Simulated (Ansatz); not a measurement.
An Ansatz input:

```yaml
crystal:
  lattice:
    - [0.0, 1.574071542, 1.574071542]
    - [1.574071542, 0.0, 1.574071542]
    - [1.574071542, 1.574071542, 0.0]
  atoms:
    - { symbol: Be, position: [0.0, 0.0, 0.0] }
hamiltonian:
  xc: pbesol
  pseudopotentials:
    kind: paw
    azcp:
      Be: "pseudopotentials/Be.paw.azcp"
basis:
  ecutwfc: 420
  fft_grid_basis: typed
kpoints:
  mp_grid: { grid: [28, 28, 28], shift: [0, 0, 0] }
magnetization:
  spin_polarized: false
scf:
  occupations: { method: fermi_dirac, width: 0.1 }
output:
  write_density: true
  write_potential: true
  elf: true
  volumetric_format: npy
```

Output

```
Warning: the record states the generating functional pbe (its physics header spells it `PBE`), which answers neither for hamiltonian.xc's functional nor for the pbesol family's — results may be inconsistent (PPs are generated against a specific XC)
Engine: ansatz 0.2.0, aarch64-unknown-linux-gnu
Pseudopotentials: kind: paw
Pseudopotential: Be, paw, valence charge 2, recommended cutoff 420 eV (normal) 
Functional definition: PBEsol
  exchange = pbesol_x
  correlation = pbesol_c
Crystal: 1 atoms, lattice volume = 7.800 Å³
Basis set: ecut = 420 eV, 169 PW (Γ)
Bands: 5, of which v1, the nominal top of the filled ones, is band 1 counted from 1 (0 counted from 0)
Symmetry: 48 space group operations
Space group: Fm-3m (ITA 225), of the structure as read, at distance tolerance 2.0e-5 Å
k-points: 624 of 21952
Non-local potential: Be, projectors of the file, l = 0: 2, l = 1: 2, l = 2: 1
PAW form: soft (Blöchl's): semilocal exchange-correlation on the pseudo side does not see the compensation charge
PAW frozen core: Be, regenerated for the run's functional, and the local potential with it (the file was generated under x = pbe(κ = 0.804, μ = 0.2195149727645171), c = pbe(β = 0.06672455060314922))
PAW one-centre angular grid: Be, 110 points (default); XC on 64 Gauss nodes
Initial density: superposition of atomic densities (neutral atoms: chi_scale 0, normalization atom), corrected by the library's trained network
Initial wavefunctions: pseudopotential atomic-orbital guess
Functional: x = pbesol(κ = 0.804, μ = 0.12345679012345678), c = pbesol(β = 0.046)
SCF iter   1: F=—  HF=-90.272614 eV  |F-HF|=—  |Δ(HF+E_count)|=         —  Δρ=1.22e-3  dr2=5.70e-5  ethr=1.77e-3  ⟨swp⟩=4.7  Hψ=28809  notcnv=0
SCF iter   2: F=—  HF=-90.272565 eV  |F-HF|=—  |Δ(HF+E_count)|=   4.90e-5  Δρ=6.10e-4  dr2=1.36e-5  ethr=2.85e-6  ⟨swp⟩=1.5  Hψ=8420  notcnv=0
iter 3 did not close the SCF: its close was put off for the readings that it lacked (scf_convergence_deferred on its scf_iter line)
SCF iter   3: F=-90.272538 eV  HF=-90.272538 eV  |F-HF|=5.43e-9  |Δ(HF+E_count)|=   2.71e-5  Δρ=1.68e-5  dr2=1.55e-8  ethr=6.79e-7  ⟨swp⟩=2.0  Hψ=3786  notcnv=0
iter 4 did not close the SCF: its close was put off for the readings that it lacked (scf_convergence_deferred on its scf_iter line)
SCF iter   4: F=-90.272538 eV  HF=-90.272538 eV  |F-HF|=3.04e-11  |Δ(HF+E_count)|=   5.15e-9  Δρ=1.74e-6  dr2=8.70e-11  ethr=7.74e-10  ⟨swp⟩=1.0  Hψ=3175  notcnv=0
iter 5 did not close the SCF: its close was put off for the readings that it lacked (scf_convergence_deferred on its scf_iter line)
SCF iter   5: F=-90.272538 eV  HF=-90.272538 eV  |F-HF|=1.56e-13  |Δ(HF+E_count)|=  2.90e-11  Δρ=1.14e-7  dr2=2.88e-13  ethr=4.35e-12  ⟨swp⟩=1.0  Hψ=3176  notcnv=0
SCF iter   6: F=-90.272538 eV  HF=-90.272538 eV  |F-HF|=1.42e-14  |Δ(HF+E_count)|=  1.85e-13  Δρ=3.40e-9  dr2=4.21e-16  ethr=1.00e-12  ⟨swp⟩=1.0  Hψ=7528  notcnv=0
SCF 1 converged in 6 iterations: F = -90.272538 eV  dr2 = 4.21e-16
SCF converged after 6 iterations
Free energy (F): -90.272538 eV
Harris-Foulkes:  -90.272538 eV  (|F-HF|=1.42e-14)
Internal energy: -90.269226 eV  (E = F + TS)
E sigma→0 (E₀):  -90.270882 eV
Entropy (-TS):   -0.003313 eV (-3.313 meV/atom)
Fermi energy:    8.717493 eV
--- Per-component energies (eV) ---
  E_band       = 6.341898
  E_kinetic    = 21.405289
  E_local      = 2.903310  (includes V_loc(G=0)·N_el)
  E_nonlocal   = 4.330581
  E_hartree    = 0.023149
  E_xc         = -19.773471
  E_vxc        = -20.985431  (∫ρ·V_xc dr)
  E_paw        = -57.225182  (= ΣΔE_a)
  E_vpaw       = -1.358148  (= ΣTr[D̂ρ^β])
  E_aug_tail   = -0.000001  (compensation charges beyond the density's cutoff)
  E_ewald      = -41.942432
  E_core_change = 0.009531  (= ΣΔE_core)
  E_smearing   = -0.003313  (= −TS)
  E_closure    = 0.000000  (closes the sum)
  Σ components = -90.272538   (vs F -90.272538, Δ=0.00e0)
--- Band table (eV; the first three rows and the last of 624) ---
  k-point 0: bands = ["-3.1803", "28.3173", "28.3173", "28.3173", "37.9609"]
  k-point 1: bands = ["-3.1380", "27.9665", "28.2416", "28.2416", "37.2842"]
  k-point 2: bands = ["-3.0112", "26.9662", "28.0315", "28.0315", "36.5285"]
  k-point 623: bands = ["9.6849", "9.6849", "11.8619", "19.0924", "34.3558"]
```
